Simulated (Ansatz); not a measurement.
LaN:
Space group Pnma (No. 62); a = 10.605 Å, b = 3.755 Å, c = 3.754 Å, α = β = γ = 90.00°

| atom | site | symmetry | x | y | z |
|---|---|---|---|---|---|
| La | 4c | .m. | 0.1246 | 0.2500 | 0.2585 |
| N | 4c | .m. | 0.3768 | 0.2500 | 0.2303 |

Relaxed at zero pressure with DFT-r²SCAN in the program Ansatz with PAW potentials.

Q: The volume is raised by 6 % and shape and atoms relax at that volume. What pressure results, and how do the axes share the change?

A: -5.8 GPa; a 1.5 %, b 2.1 %, c 2.3 %; the energy rises by 22 meV/atom.

Q: Give the new structure.

A: 
Space group Pnma (No. 62); a = 10.7635 Å, b = 3.8343 Å, c = 3.8401 Å, α = β = γ = 90.00°

```
atom  site  symmetry       x       y       z
----  ----  --------  ------  ------  ------
La      4c       .m.  0.1237  0.2500  0.2705
N       4c       .m.  0.3790  0.2500  0.2083
```

The phase is kept; no other phase was compared at this pressure.

The start of the workflow was typed in or built on a structure type; neither database checked (COD, Materials Project) lists it. COD files the formula under space group No. 225, so this cell is another polymorph or a model. Its standing as an ambient phase is unchecked. The cell was relaxed with r²SCAN under the symmetry of its start; whether a distortion lowers the energy is not shown. Spin–orbit coupling is left out wherever it is not named.

Potentials: the later of the program's two PAW sets.
